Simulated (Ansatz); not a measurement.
**Ansatz 0.2.0, relaxation: La2MgGa6Ge**

The input file (Ansatz 0.2.0, plane waves):

```yaml
crystal:
  lattice:
    - [3.103596, 1.79186, 5.003104]
    - [-3.103596, 1.79186, 5.003104]
    - [0.0, -3.583721, 5.003104]
  atoms:
    - { symbol: La, position: [0.752, 0.752, 0.752] }
    - { symbol: Ge, position: [0.503, 0.503, 0.503] }
    - { symbol: Mg, position: [0.0, 0.0, 0.0] }
    - { symbol: Ga, position: [0.69, 0.255, 0.789] }
    - { symbol: Ga, position: [0.789, 0.69, 0.255] }
    - { symbol: Ga, position: [0.255, 0.789, 0.69] }
    - { symbol: Ga, position: [0.208, 0.324, 0.735] }
    - { symbol: Ga, position: [0.735, 0.208, 0.324] }
    - { symbol: Ga, position: [0.324, 0.735, 0.208] }
    - { symbol: La, position: [0.248, 0.248, 0.248] }
  symmetry: { tolerance: 0.0003 }
kpoints:
  mp_grid: { grid: [4, 4, 4], shift: [0, 0, 0] }
magnetization:
  spin_polarized: false
scf:
  occupations: { method: fermi_dirac }
  lower_state_search: "off"
hamiltonian:
  pseudopotentials: { kind: paw }
  xc: pbesol
basis:
  ecutwfc: 420
  fft_grid_basis: typed
relax:
  max_steps: 60
  cell: { p_target: 20.0 }
output:
  forces: true
  stress: true
  eigenvalues: true
  populations: true
  elf: true
  write_potential: true
  volumetric_format: npy
  dos:
    e_range: [-12, 8]
    de: 0.05
    projected: { site_lists: { Ga: [Ga], Ge: [Ge], La: [La], Mg: [Mg] } }
  bader: false
checkpoint:
  read: saved_state
```

The command:

```bash
ansatz run input.yaml --threads 2 --pin off --max-ram 3584MiB --backend cpu --events-out ev --progress --plain --runs-dir out
```

Origin of the cell: a known structure type with other elements, at an estimated volume, so it need not be a known compound.

The smearing width isn't typed, so it takes its default of 0.1 eV.

The saved state is a converged single point of the same cell.

Steps («new basis» is an SCF on plane waves selected anew at the same cell):

```json
{"step": "1", "ΔH (meV/atom)": "0.0", "max force component (eV/Å)": "2.613", "P (GPa)": "41.06", "volume (Å³)": "166.94", "SCF iterations": "7", "step was": "accepted"}
{"step": "2", "ΔH (meV/atom)": "-227.3", "max force component (eV/Å)": "0.751", "P (GPa)": "19.21", "volume (Å³)": "187.57", "SCF iterations": "9", "step was": "accepted"}
{"step": "3", "ΔH (meV/atom)": "-255.0", "max force component (eV/Å)": "1.149", "P (GPa)": "18.88", "volume (Å³)": "186.95", "SCF iterations": "8", "step was": "accepted"}
{"step": "4", "ΔH (meV/atom)": "-342.5", "max force component (eV/Å)": "2.669", "P (GPa)": "18.95", "volume (Å³)": "184.33", "SCF iterations": "9", "step was": "accepted"}
{"step": "5", "ΔH (meV/atom)": "-440.4", "max force component (eV/Å)": "2.504", "P (GPa)": "19.98", "volume (Å³)": "180.96", "SCF iterations": "8", "step was": "accepted"}
{"step": "6", "ΔH (meV/atom)": "-556.6", "max force component (eV/Å)": "1.951", "P (GPa)": "22.21", "volume (Å³)": "177.42", "SCF iterations": "9", "step was": "accepted"}
{"step": "7", "ΔH (meV/atom)": "-611.7", "max force component (eV/Å)": "0.276", "P (GPa)": "19.99", "volume (Å³)": "179.19", "SCF iterations": "8", "step was": "accepted"}
{"step": "8", "ΔH (meV/atom)": "-614.5", "max force component (eV/Å)": "0.099", "P (GPa)": "20.01", "volume (Å³)": "179.23", "SCF iterations": "7", "step was": "accepted"}
{"step": "9", "ΔH (meV/atom)": "-615.1", "max force component (eV/Å)": "0.108", "P (GPa)": "20.09", "volume (Å³)": "179.22", "SCF iterations": "6", "step was": "accepted"}
{"step": "10", "ΔH (meV/atom)": "-615.3", "max force component (eV/Å)": "0.070", "P (GPa)": "19.99", "volume (Å³)": "179.48", "SCF iterations": "6", "step was": "accepted"}
{"step": "11", "ΔH (meV/atom)": "-615.4", "max force component (eV/Å)": "0.031", "P (GPa)": "19.96", "volume (Å³)": "179.49", "SCF iterations": "5", "step was": "accepted"}
{"step": "12", "ΔH (meV/atom)": "-615.4", "max force component (eV/Å)": "0.008", "P (GPa)": "20.01", "volume (Å³)": "179.43", "SCF iterations": "5", "step was": "accepted"}
{"step": "13", "ΔH (meV/atom)": "-615.7", "max force component (eV/Å)": "0.008", "P (GPa)": "20.02", "volume (Å³)": "179.43", "SCF iterations": "8", "step was": "new basis"}
```

Step 1, with forces in eV/Å:

```xyz
10
Lattice="3.104 1.792 5.003 -3.104 1.792 5.003 0.000 -3.584 5.003" Properties=species:S:1:pos:R:3:forces:R:3 pbc="T T T" step=1
La    0.000    0.000   11.287    0.000    0.000   -0.847
Ge    0.000    0.000    7.550    0.000    0.000    0.461
Mg    0.000    0.000    0.000    0.000    0.000    0.892
Ga    1.350   -1.134    8.675    2.357   -0.952    1.778
Ga    0.307    1.736    8.675   -0.354    2.517    1.778
Ga   -1.657   -0.602    8.675   -2.003   -1.565    1.778
Ga   -0.360   -1.681    6.339    0.617   -2.613   -2.083
Ga    1.636    0.529    6.339    1.955    1.841   -2.083
Ga   -1.276    1.152    6.339   -2.572    0.772   -2.083
La    0.000    0.000    3.722    0.000    0.000    0.408
```

Step 2, with forces in eV/Å:

```xyz
10
Lattice="3.255 1.879 5.111 -3.255 1.879 5.111 0.000 -3.758 5.111" Properties=species:S:1:pos:R:3:forces:R:3 pbc="T T T" step=2
La    0.000    0.000   11.391    0.000    0.000    0.394
Ge    0.000    0.000    7.731    0.000    0.000    0.565
Mg    0.000    0.000    0.036    0.000    0.000    0.623
Ga    1.514   -1.150    8.914    0.728   -0.241    0.017
Ga    0.239    1.886    8.914   -0.155    0.751    0.017
Ga   -1.753   -0.736    8.914   -0.573   -0.510    0.017
Ga   -0.273   -1.814    6.432    0.213   -0.621   -0.401
Ga    1.707    0.671    6.432    0.431    0.495   -0.401
Ga   -1.434    1.143    6.432   -0.644    0.126   -0.401
La    0.000    0.000    3.865    0.000    0.000   -0.430
```

Step 3, with forces in eV/Å:

```xyz
10
Lattice="3.269 1.887 5.050 -3.269 1.887 5.050 0.000 -3.775 5.050" Properties=species:S:1:pos:R:3:forces:R:3 pbc="T T T" step=3
La    0.000    0.000   11.273    0.000    0.000   -0.132
Ge    0.000    0.000    7.689    0.000    0.000    1.149
Mg    0.000    0.000    0.092    0.000    0.000    0.819
Ga    1.593   -1.162    8.802    0.337   -0.065   -0.273
Ga    0.210    1.961    8.802   -0.112    0.324   -0.273
Ga   -1.803   -0.799    8.802   -0.225   -0.259   -0.273
Ga   -0.235   -1.816    6.347    0.151    0.001   -0.316
Ga    1.690    0.704    6.347   -0.077    0.130   -0.316
Ga   -1.455    1.112    6.347   -0.075   -0.131   -0.316
La    0.000    0.000    3.739    0.000    0.000   -0.070
```

Step 4, with forces in eV/Å:

```xyz
10
Lattice="3.281 1.894 4.943 -3.281 1.894 4.943 0.000 -3.789 4.943" Properties=species:S:1:pos:R:3:forces:R:3 pbc="T T T" step=4
La    0.000    0.000   10.964    0.000    0.000   -1.173
Ge    0.000    0.000    7.722    0.000    0.000    2.669
Mg    0.000    0.000    0.281    0.000    0.000    1.705
Ga    1.794   -1.216    8.575   -0.489    0.322   -0.851
Ga    0.156    2.162    8.575   -0.034   -0.585   -0.851
Ga   -1.950   -0.946    8.575    0.524    0.263   -0.851
Ga   -0.163   -1.739    6.195    0.092    1.084   -0.419
Ga    1.588    0.728    6.195   -0.985   -0.462   -0.419
Ga   -1.424    1.011    6.195    0.893   -0.622   -0.419
La    0.000    0.000    3.513    0.000    0.000    0.608
```

Step 5, with forces in eV/Å:

```xyz
10
Lattice="3.265 1.885 4.900 -3.265 1.885 4.900 0.000 -3.770 4.900" Properties=species:S:1:pos:R:3:forces:R:3 pbc="T T T" step=5
La    0.000    0.000   10.754    0.000    0.000   -0.891
Ge    0.000    0.000    7.846    0.000    0.000    2.504
Mg    0.000    0.000    0.437    0.000    0.000    2.211
Ga    1.938   -1.246    8.473   -1.375    0.765   -1.128
Ga    0.110    2.302    8.473    0.025   -1.573   -1.128
Ga   -2.048   -1.056    8.473    1.350    0.808   -1.128
Ga   -0.096   -1.629    6.120    0.083    1.482   -0.524
Ga    1.459    0.732    6.120   -1.325   -0.669   -0.524
Ga   -1.363    0.898    6.120    1.241   -0.813   -0.524
La    0.000    0.000    3.397    0.000    0.000    1.134
```

Step 6, with forces in eV/Å:

```xyz
10
Lattice="3.190 1.842 5.031 -3.190 1.842 5.031 0.000 -3.684 5.031" Properties=species:S:1:pos:R:3:forces:R:3 pbc="T T T" step=6
La    0.000    0.000   10.891    0.000    0.000    1.924
Ge    0.000    0.000    8.245    0.000    0.000   -0.132
Mg    0.000    0.000    0.614    0.000    0.000    1.511
Ga    1.970   -1.236    8.698   -1.696    0.963   -1.012
Ga    0.086    2.324    8.698    0.014   -1.951   -1.012
Ga   -2.056   -1.088    8.698    1.682    0.987   -1.012
Ga   -0.035   -1.413    6.220    0.042   -0.287   -0.217
Ga    1.241    0.676    6.220    0.228    0.180   -0.217
Ga   -1.206    0.736    6.220   -0.270    0.108   -0.217
La    0.000    0.000    3.481    0.000    0.000    0.383
```

Step 7, with forces in eV/Å:

```xyz
10
Lattice="3.156 1.822 5.194 -3.156 1.822 5.194 0.000 -3.644 5.194" Properties=species:S:1:pos:R:3:forces:R:3 pbc="T T T" step=7
La    0.000    0.000   11.357    0.000    0.000   -0.122
Ge    0.000    0.000    8.525    0.000    0.000    0.273
Mg    0.000    0.000    0.622    0.000    0.000    0.074
Ga    1.922   -1.151    8.911    0.024    0.021   -0.145
Ga    0.036    2.240    8.911   -0.030    0.010   -0.145
Ga   -1.958   -1.089    8.911    0.006   -0.031   -0.145
Ga    0.004   -1.408    6.440    0.005    0.015   -0.022
Ga    1.217    0.708    6.440   -0.015   -0.004   -0.022
Ga   -1.222    0.700    6.440    0.011   -0.012   -0.022
La    0.000    0.000    3.625    0.000    0.000    0.276
```

Step 8, with forces in eV/Å:

```xyz
10
Lattice="3.160 1.824 5.181 -3.160 1.824 5.181 0.000 -3.649 5.181" Properties=species:S:1:pos:R:3:forces:R:3 pbc="T T T" step=8
La    0.000    0.000   11.317    0.000    0.000   -0.005
Ge    0.000    0.000    8.542    0.000    0.000    0.099
Mg    0.000    0.000    0.612    0.000    0.000   -0.085
Ga    1.945   -1.132    8.841   -0.039    0.028   -0.033
Ga    0.008    2.250    8.841   -0.005   -0.048   -0.033
Ga   -1.953   -1.119    8.841    0.044    0.020   -0.033
Ga    0.006   -1.413    6.450   -0.003    0.030    0.036
Ga    1.221    0.712    6.450   -0.025   -0.018    0.036
Ga   -1.227    0.701    6.450    0.028   -0.012    0.036
La    0.000    0.000    3.661    0.000    0.000   -0.018
```

Step 9, with forces in eV/Å:

```xyz
10
Lattice="3.159 1.824 5.186 -3.159 1.824 5.186 0.000 -3.647 5.186" Properties=species:S:1:pos:R:3:forces:R:3 pbc="T T T" step=9
La    0.000    0.000   11.324    0.000    0.000    0.039
Ge    0.000    0.000    8.571    0.000    0.000   -0.002
Mg    0.000    0.000    0.597    0.000    0.000   -0.108
Ga    1.950   -1.121    8.826   -0.004   -0.003    0.002
Ga   -0.004    2.250    8.826    0.004   -0.002    0.002
Ga   -1.946   -1.129    8.826    0.000    0.005    0.002
Ga    0.006   -1.414    6.474   -0.005   -0.002    0.037
Ga    1.221    0.712    6.474    0.004   -0.004    0.037
Ga   -1.227    0.702    6.474    0.001    0.006    0.037
La    0.000    0.000    3.676    0.000    0.000   -0.047
```

Step 10, with forces in eV/Å:

```xyz
10
Lattice="3.156 1.822 5.202 -3.156 1.822 5.202 0.000 -3.644 5.202" Properties=species:S:1:pos:R:3:forces:R:3 pbc="T T T" step=10
La    0.000    0.000   11.359    0.000    0.000   -0.012
Ge    0.000    0.000    8.613    0.000    0.000    0.070
Mg    0.000    0.000    0.564    0.000    0.000    0.001
Ga    1.949   -1.122    8.830   -0.016    0.006    0.005
Ga   -0.003    2.249    8.830    0.003   -0.017    0.005
Ga   -1.946   -1.127    8.830    0.013    0.011    0.005
Ga    0.002   -1.418    6.522   -0.002   -0.016   -0.010
Ga    1.227    0.711    6.522    0.015    0.006   -0.010
Ga   -1.229    0.708    6.522   -0.013    0.010   -0.010
La    0.000    0.000    3.702    0.000    0.000   -0.045
```

Step 11, with forces in eV/Å:

```xyz
10
Lattice="3.156 1.822 5.203 -3.156 1.822 5.203 0.000 -3.644 5.203" Properties=species:S:1:pos:R:3:forces:R:3 pbc="T T T" step=11
La    0.000    0.000   11.364    0.000    0.000   -0.004
Ge    0.000    0.000    8.622    0.000    0.000   -0.031
Mg    0.000    0.000    0.563    0.000    0.000    0.004
Ga    1.948   -1.124    8.833   -0.015    0.008   -0.003
Ga   -0.001    2.249    8.833    0.001   -0.017   -0.003
Ga   -1.947   -1.125    8.833    0.014    0.009   -0.003
Ga    0.000   -1.419    6.522    0.000    0.018    0.010
Ga    1.229    0.709    6.522   -0.016   -0.009    0.010
Ga   -1.229    0.709    6.522    0.016   -0.009    0.010
La    0.000    0.000    3.696    0.000    0.000    0.010
```

Step 13, with forces in eV/Å:

```xyz
10
Lattice="3.156 1.822 5.201 -3.156 1.822 5.201 0.000 -3.644 5.201" Properties=species:S:1:pos:R:3:forces:R:3 pbc="T T T" step=13
La    0.000    0.000   11.358    0.000    0.000    0.002
Ge    0.000    0.000    8.616    0.000    0.000   -0.001
Mg    0.000    0.000    0.564    0.000    0.000   -0.002
Ga    1.947   -1.123    8.830    0.007   -0.005    0.000
Ga   -0.001    2.248    8.830    0.001    0.008    0.000
Ga   -1.946   -1.125    8.830   -0.008   -0.004    0.000
Ga    0.000   -1.418    6.520    0.000   -0.004   -0.002
Ga    1.228    0.709    6.520    0.003    0.002   -0.002
Ga   -1.228    0.709    6.520   -0.003    0.002   -0.002
La    0.000    0.000    3.695    0.000    0.000    0.006
```

```yaml
Enthalpy_lowered_by: 615.7 meV/atom
Volume_change: 7.48 %
Final_pressure: 20.02 GPa
Relaxation_steps_listed: 13
Gap_on_the_mesh: none (metal)
```

Caveats: no spin-orbit coupling, though heavy elements are present; the k mesh is coarse if the cell is a metal; the relaxation held the start's symmetry, so the end may be a saddle point.

It ran for 87 s on 2 threads of Intel(R) Xeon(R) 6975P-C (Granite Rapids) (shared host), peak memory 0.64 GiB, from a saved density.
